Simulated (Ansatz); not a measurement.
Relaxed PbSe (rock salt):

```xyz
2
Lattice="0.0000 3.1089 3.1089 3.1089 0.0000 3.1089 3.1089 3.1089 0.0000" Properties=species:S:1:pos:R:3 pbc="T T T"
Se     0.0000     0.0000     0.0000
Pb     3.1089     3.1089     3.1089
```

Computed with PBE (plane waves to 420 eV, PAW, scalar-relativistic; Ansatz, an electronic-structure program). k mesh 8×8×8 (Γ-centred), Fermi-Dirac smearing 0.05 eV. PbSe was relaxed with its symmetry unable to fall. Spin-orbit coupling is left out, though Pb is heavy.

One atom of the cell was then moved (with its periodic images), all else fixed, and the forces (eV/Å) came out as:

```json
[
 {"atom": "Se1", "Fx": "-0.111", "Fy": "0.000", "Fz": "0.000"},
 {"atom": "Pb2", "Fx": "0.111", "Fy": "0.000", "Fz": "0.000"}
]
```

With two atoms only their relative shift counts; take Se1 as fixed.

Task: Which atom was moved, and by which vector (Å)?

Result: Pb2, by (-0.19, 0.00, 0.00), 0.19 Å in all.

(A displaced cell: forces are minus the slopes of the energy, force constants its curvatures, and phonons follow from these.)
